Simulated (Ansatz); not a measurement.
# Phonon dispersion of Be₄ZnSe

These are results of DFT PBE, scalar-relativistic, plane waves, PAW (Ansatz 0.2.0), not measurements. Cutoff 420 eV, 10×10×6 k-points (Γ-centred), Gaussian smearing of 0.10 eV. No spin polarisation. Phonons by linear response, acoustic sum rule imposed.

The cell, relaxed at this level:
```yaml
crystal:
  lattice:
    - [3.24494, -1.85693, -0.01098]
    - [3.24494, 1.85693, -0.01098]
    - [-0.06546, 0.00000, 6.55926]
  atoms:
    - { symbol: Be, position: [0.36856, 0.36856, 0.80044] }
    - { symbol: Be, position: [0.74244, 0.74244, 0.59134] }
    - { symbol: Be, position: [0.73392, 0.73392, 0.28208] }
    - { symbol: Be, position: [0.39998, 0.39998, 0.45808] }
    - { symbol: Zn, position: [0.06956, 0.06956, 0.42708] }
    - { symbol: Se, position: [0.69833, 0.69833, 0.94098] }
```

The structure comes from a generated guess, relaxed at this level; another structure or a mixture of phases may lie lower. In a metal, frequencies and elastic constants depend on the k mesh and the smearing, soft modes and shear constants most. The q mesh is coarse, so values between its points are rough.

Force constants from linear response on a 2×2×1 q mesh.

Path: Γ–C | C2–Y2–Γ–M2–D | D2–A–Γ | L2–Γ–V2. Only the points of the 2×2×1 mesh were computed; the rest is interpolation, which is rough on so few points. On the mesh no mode is imaginary. Distance along the path (Å⁻¹), then the branches (cm⁻¹, negative for imaginary):
```
0.000  0 0 0 43 49 127 315 321 335 357 366 366 394 403 471 567 579 700
0.281  45 50 63 76 108 130 312 327 332 350 361 366 394 411 462 579 583 696
0.561  72 85 105 120 131 184 297 322 338 343 362 365 395 425 442 591 603 691
0.842  63 120 142 145 157 200 284 323 335 341 362 368 408 426 433 600 616 688
1.123  60 137 146 150 181 193 288 319 329 344 370 379 407 421 424 605 618 687
1.194  60 132 147 151 177 199 290 318 326 347 371 380 408 418 421 604 619 686
1.336  60 120 141 158 164 213 292 315 321 354 372 378 409 412 422 602 621 686
1.478  58 106 136 151 163 225 293 310 316 361 367 380 398 412 429 599 624 686
1.621  57 96 132 144 165 232 294 304 314 363 367 382 390 412 435 598 625 687
1.813  58 92 128 140 163 230 296 303 315 363 367 382 388 414 434 596 624 687
2.055  64 80 106 125 141 201 302 309 323 363 365 380 389 418 434 588 613 689
2.297  50 57 73 97 118 144 307 316 333 358 365 375 392 408 454 577 595 694
2.539  16 21 40 52 61 126 314 320 335 357 366 368 394 403 469 568 581 699
2.794  22 23 38 51 62 127 314 320 335 356 366 368 394 403 470 568 581 699
3.063  59 64 72 96 122 144 305 316 332 354 366 373 392 406 461 577 595 694
3.332  70 80 105 135 146 201 301 311 322 348 363 378 390 415 446 588 613 689
3.600  58 92 128 158 168 231 300 304 313 343 361 384 389 408 448 596 625 687
3.806  56 96 133 161 172 233 299 304 311 342 361 384 391 405 449 598 626 687
3.949  57 106 143 159 171 225 296 310 314 343 361 383 399 406 442 599 624 686
4.092  59 120 154 158 171 213 294 311 317 346 363 382 406 412 432 602 622 686
4.236  60 133 148 169 175 200 290 314 319 346 365 381 406 420 427 604 619 686
4.307  60 138 144 170 178 194 288 315 319 345 365 379 405 424 429 605 618 686
4.587  63 118 143 152 170 200 283 320 323 339 357 370 407 424 445 600 617 687
4.867  73 82 108 122 157 186 295 316 327 339 355 367 394 417 463 591 603 690
5.146  44 61 75 84 115 152 310 317 329 338 358 365 388 403 486 579 583 695
5.426  12 33 38 39 92 146 316 318 321 342 360 369 388 392 497 567 579 698
5.546  11 28 38 42 87 141 317 319 324 343 362 369 388 393 494 567 579 698
5.666  7 20 39 46 70 132 317 320 331 348 364 367 392 393 486 567 579 699
5.786  -4 10 34 45 48 128 316 321 335 354 366 366 394 398 476 567 579 699
5.905  0 0 0 43 49 127 315 321 335 357 366 366 394 403 471 567 579 700
6.041  63 94 119 154 170 226 283 318 322 334 353 371 404 412 459 597 621 687
6.311  73 80 103 132 148 203 299 316 326 338 356 371 395 414 458 591 609 689
6.582  53 70 75 92 121 149 310 324 330 344 363 366 391 410 465 581 590 694
6.853  18 26 39 50 64 127 314 322 334 355 365 367 394 403 470 569 580 699
7.110  18 21 40 49 64 126 314 322 334 356 364 367 394 404 469 569 580 699
7.354  53 60 74 93 117 147 309 326 331 349 363 366 392 415 456 581 590 694
7.598  69 82 101 128 136 202 297 319 332 346 361 367 396 420 446 591 608 689
7.841  60 96 118 149 156 225 284 317 328 346 357 366 407 414 450 597 620 687
```
